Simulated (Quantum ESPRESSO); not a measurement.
```cif
data_Ba2Cu4S4
_chemical_formula_sum 'S4 Cu4 Ba2'
_space_group_name_H-M_alt 'I4/mmm'
_space_group_IT_number 139
_space_group_name_Hall '-I 4 2'
_cell_length_a 3.90193
_cell_length_b 3.90193
_cell_length_c 12.65010
_cell_angle_alpha 90.000
_cell_angle_beta 90.000
_cell_angle_gamma 90.000
loop_
_atom_site_label
_atom_site_type_symbol
_atom_site_symmetry_multiplicity
_atom_site_Wyckoff_symbol
_atom_site_fract_x
_atom_site_fract_y
_atom_site_fract_z
_atom_site_occupancy
S1 S 4 e 0.00000 0.00000 0.35899 1
Cu1 Cu 4 d 0.00000 0.50000 0.25000 1
Ba1 Ba 2 a 0.00000 0.00000 0.00000 1
```
(The calculation used a cell of 5 atoms; values per cell refer to that cell.)

The geometry is that of Materials Project entry mp-4255, symmetrised and not relaxed again.

Question: What does LDA (pw.x of Quantum ESPRESSO, ONCV potentials, no spin-orbit coupling) give for the electronic structure near the Fermi level?

Answer: The LDA gap is direct, 0.42 eV at Γ. The filled Cu 3d shell has no Hubbard U; semilocal functionals place it too high.

The structure is a Materials Project entry; no match was found in the copy of COD used, and its stability was not checked.
